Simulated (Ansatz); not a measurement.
Relaxed CoSi2 (fluorite type, space group Fm-3m):

```
CELL_PARAMETERS angstrom
      0.00000     2.68017     2.68017
      2.68017     0.00000     2.68017
      2.68017     2.68017     0.00000
ATOMIC_POSITIONS crystal
  Co 0.00000 0.00000 0.00000
  Si 0.25000 0.25000 0.25000
  Si 0.75000 0.75000 0.75000
```

Calculation: PBE (plane waves to 420 eV, PAW, scalar-relativistic; Ansatz, a program for electronic structure). k mesh 12×12×12 (Γ-centred), Fermi-Dirac smearing 0.05 eV. With partly filled bands, energies and forces of such displacements shift with the k mesh and the smearing. CoSi2 is run without spin polarisation. CoSi2 was relaxed with its symmetry unable to fall. The PAW data are Ansatz's earlier set.

One atom of the cell was then moved (with its periodic images), all else fixed, and the forces (eV/Å) came out as:

```tsv
atom	Fx	Fy	Fz
Co1	-1.620	0.000	0.000
Si2	0.810	0.000	0.000
Si3	0.810	0.000	0.000
```

Problem. Which atom was moved, and by which vector (Å)?

Solution. Co1, by (0.14, 0.00, 0.00), 0.14 Å in all.

(For displaced atoms, the force is minus the slope of the energy, and its curvature is a force constant, which sets phonon frequencies.)
